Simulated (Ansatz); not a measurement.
This run works on a generated trial structure, not on a known crystal.

Input and command of a plane-wave DFT calculation in Ansatz:

```yaml
crystal:
  lattice:
    - [2.1625665564, 1.2485583835, 9.9383758294]
    - [-2.1625665564, 1.2485583835, 9.9383758294]
    - [0.0, -2.497116767, 9.9383758294]
  atoms:
    - { symbol: Rb, position: [0.0, 0.0, 0.0] }
    - { symbol: Na, position: [0.2128128898, 0.2128128898, 0.2128128898] }
    - { symbol: Na, position: [0.7871871102, 0.7871871102, 0.7871871102] }
basis:
  ecutwfc: 420
kpoints:
  mp_grid: { grid: [12, 12, 12] }
hamiltonian:
  xc: pbe
scf:
  occupations: { method: fermi_dirac, width: 0.15 }
output:
  forces: true
  stress: true
  eigenvalues: true
  write_density: true
  write_potential: true
  elf: true
  volumetric_format: npy
relax:
  adjacent_minimum: "off"
  f_tol: 0.001
  max_steps: 60
  cell: { stress_tol: 0.01 }
```

```bash
ansatz run input.yaml --threads 1 --pin off --max-ram 2560MiB --backend cpu --events-out ev --progress --plain --runs-dir out
```

Processor: Arm Neoverse N1, 1 thread, on a host shared with other jobs.

Question: Estimate time, memory and problem size.

Answer: About 7 min, peak memory 0.73 GiB. It solves 19 bands at 189 k points (after reduction by symmetry) with about 3201 plane waves (on the last cell), in 44 SCF iterations over 7 ionic steps.
